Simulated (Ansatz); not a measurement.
**SiC: what each run costs**

Cell: 16 atoms, space group P6_3mc, a = 3.077 Å, b = 3.077 Å, c = 20.126 Å, α = 90.00°, β = 90.00°, γ = 120.00°.

All runs are DFT with Ansatz 0.2.0 on 1 thread of AMD EPYC 9R14 (Zen 4) (x86_64; 16 cores open to the job, memory cap 3.0 GiB, no GPU), a shared host.

(1) Rank the runs by wall time, shortest first.
A. single point, r2SCAN, gradients read without the response of the cores, 500 eV, 10×10×2 k-points, smearing 0.02 eV
B. single point, PBE, gradients read without the response of the cores, 420 eV, 10×10×2 k-points, smearing 0.02 eV
C. single point, HSE06, gradients read without the response of the cores, 420 eV, 6×6×1 k-points, smearing 0.02 eV

Answers

(1) B (12 s, 0.49 GiB), A (24 s, 0.81 GiB), C (63 s, 1.6 GiB).
